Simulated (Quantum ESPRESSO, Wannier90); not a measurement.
**Wannier functions of GaS (R-3m)**

```
begin unit_cell_cart
ang
   -1.8018249034    3.1208522790    0.0000000000
   -3.6036498067    0.0000000000    0.0000000000
   -1.8018249034    1.0402840930    7.9893070000
end unit_cell_cart
begin atoms_frac
Ga   0.0508200000  0.0508200000 -0.1524600000
Ga  -0.0508200000 -0.0508200000  0.1524600000
S   -0.2380530000 -0.2380530000 -0.2858410000
S    0.2380530000  0.2380530000  0.2858410000
end atoms_frac
```

Materials Project entry mp-9889; symmetrised, unrelaxed at this level. Not found in the COD (Crystallography Open Database) copy used, which has the formula in other groups; not checked further. Method: PBEsol plane waves in Quantum ESPRESSO 7.5 (PseudoDojo norm-conserving files, 64 Ry, spinors with spin-orbit coupling), Bloch states on a 6×6×6 mesh through Γ, Wannier90 4.0.1. Density: 10×10×10 mesh, cold smearing 0.01 Ry. The cell is built of weakly bound layers, chains or molecules, whose nearest atoms lie 4.00 Å apart. Database cells relaxed without dispersion often hold them too far apart, which can enlarge gaps and weakens couplings between them; spacing and stacking were not compared with the measured crystal.

A tight-binding model is made by disentanglement and projection with no localisation steps (num_iter = 0), so the 32 orbitals stay atom-like: hydrogen-like Ga: s;p; S: s;p, axes along x, y, z; frozen window up to 3.08 eV relative to the valence-band maximum. It follows pw.x to 8.8 meV rms for states up to 2.6 eV relative to the valence-band maximum. Matrix elements depend on this choice of orbitals and windows.

Question: What are the on-site energies relative to the valence-band maximum, and how fast do the hoppings decay?

Answer: 
```json
[
 {"atom": "Ga1", "orbitals": "s↑ s↓", "energy (eV)": "-2.30"},
 {"atom": "Ga1", "orbitals": "pz↑ pz↓", "energy (eV)": "3.62"},
 {"atom": "Ga1", "orbitals": "px↑ px↓ py↑ py↓", "energy (eV)": "3.29"},
 {"atom": "Ga2", "orbitals": "s↑ s↓", "energy (eV)": "-2.30"},
 {"atom": "Ga2", "orbitals": "pz↑ pz↓", "energy (eV)": "3.62"},
 {"atom": "Ga2", "orbitals": "px↑ px↓ py↑ py↓", "energy (eV)": "3.29"},
 {"atom": "S3", "orbitals": "s↑ s↓", "energy (eV)": "-10.78"},
 {"atom": "S3", "orbitals": "pz↑ pz↓", "energy (eV)": "-1.40"},
 {"atom": "S3", "orbitals": "px↑ px↓ py↑ py↓", "energy (eV)": "-1.24"},
 {"atom": "S4", "orbitals": "s↑ s↓", "energy (eV)": "-10.78"},
 {"atom": "S4", "orbitals": "pz↑ pz↓", "energy (eV)": "-1.40"},
 {"atom": "S4", "orbitals": "px↑ px↓ py↑ py↓", "energy (eV)": "-1.24"}
]
```

```
distance of the centres (Å)  largest modulus (eV)
---------------------------  --------------------
2–3                                           2.5
3–4                                           2.5
4–5                                          0.21
5–6                                          0.20
6–7                                         0.051
7–8                                         0.054
8–9                                         0.023
```
